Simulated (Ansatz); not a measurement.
S (fcc type) under strong compression

```yaml
crystal:
  lattice:
    - [0.00000, 1.94573, 1.94573]
    - [1.94573, 0.00000, 1.94573]
    - [1.94573, 1.94573, 0.00000]
  atoms:
    - { symbol: S, position: [0.00000, 0.00000, 0.00000] }
```

The cell comes from a relaxation on PAW files under the same functional, begun from a prototype that needn't be the stable phase.

Its volume is scaled at fixed shape and fractional positions.

Level of theory: DFT with LDA, scalar-relativistic, in Ansatz 0.2.0; a Γ-centred 16×16×16 k mesh, Fermi–Dirac smearing of 0.08 eV, no spin polarisation. LAPW: all electrons, basis error target 1 meV/atom; PAW: frozen-core files, cutoff 420 eV; crystal datasets: all electrons, by PAW datasets that the program makes for each cell; norm-conserving: pseudopotentials, cutoff 735 eV.

Energies are extrapolated to zero smearing and count from the unscaled cell; pressure is positive in compression; gaps take the mesh and a band path. No temperature or zero-point motion is included.

The PAW files were made under PBE. The structure type is held throughout; the real material can change phase at far lower pressure.

```json
{"V/V0": "1.00", "V (Å³/atom)": "14.73", "P LAPW (GPa)": "0.05", "ΔE LAPW (eV/atom)": "0.000", "P PAW − LAPW (GPa)": "-0.05", "ΔE PAW − LAPW (meV/atom)": "0.0"}
{"V/V0": "0.90", "V (Å³/atom)": "13.26", "P LAPW (GPa)": "13.21", "ΔE LAPW (eV/atom)": "0.055", "P PAW − LAPW (GPa)": "-0.08", "ΔE PAW − LAPW (meV/atom)": "-0.6"}
{"V/V0": "0.80", "V (Å³/atom)": "11.79", "P LAPW (GPa)": "35.3", "ΔE LAPW (eV/atom)": "?", "P PAW − LAPW (GPa)": "-0.15", "ΔE PAW − LAPW (meV/atom)": "-1.7"}
{"V/V0": "0.70", "V (Å³/atom)": "10.31", "P LAPW (GPa)": "72.8", "ΔE LAPW (eV/atom)": "0.749", "P PAW − LAPW (GPa)": "-0.26", "ΔE PAW − LAPW (meV/atom)": "-3.5"}
{"V/V0": "0.60", "V (Å³/atom)": "8.84", "P LAPW (GPa)": "?", "ΔE LAPW (eV/atom)": "1.695", "P PAW − LAPW (GPa)": "-0.42", "ΔE PAW − LAPW (meV/atom)": "-6.6"}
{"V/V0": "0.50", "V (Å³/atom)": "7.37", "P LAPW (GPa)": "264.8", "ΔE LAPW (eV/atom)": "3.486", "P PAW − LAPW (GPa)": "-0.76", "ΔE PAW − LAPW (meV/atom)": "-11.7"}
{"V/V0": "0.40", "V (Å³/atom)": "5.89", "P LAPW (GPa)": "532.3", "ΔE LAPW (eV/atom)": "6.979", "P PAW − LAPW (GPa)": "-1.37", "ΔE PAW − LAPW (meV/atom)": "-21.1"}
```

(1) Fill in "P LAPW (GPa)" for the row "0.60".

(2) What belongs in the row "0.80", column "ΔE LAPW (eV/atom)"?

(3) Fit the Vinet equation to the LAPW pressures over the whole range, with residuals weighted by 1/(|P| + 0.03·Pmax).

(4) From the table, what is the rise of the enthalpy H = E + pV up to the last row, and how stiff is the crystal between the last two rows?

(5) At the smallest volume, how far do crystal datasets and norm-conserving lie from LAPW in pressure?

Results:

(1) 139.3.

(2) 0.269.

(3) V0 = 14.75 Å³/atom, B0 = 97.2 GPa and B0′ = 4.32, and the fit misses no point by more than 6.4 GPa. A fit over so wide a range pins B0 less well than one near rest.

(4) ΔH = 6.979 eV + (532.3 GPa × 5.89 Å³ − 0.05 GPa × 14.73 Å³) × 0.006242 eV/(GPa·Å³) = 26.55 eV/atom, of which pV makes 74 %. The mean bulk modulus there is −ΔP/Δln V = 1200 GPa.

(5) crystal datasets: -0.02 GPa; norm-conserving: -1.68 GPa, on a LAPW pressure of 532.3 GPa.
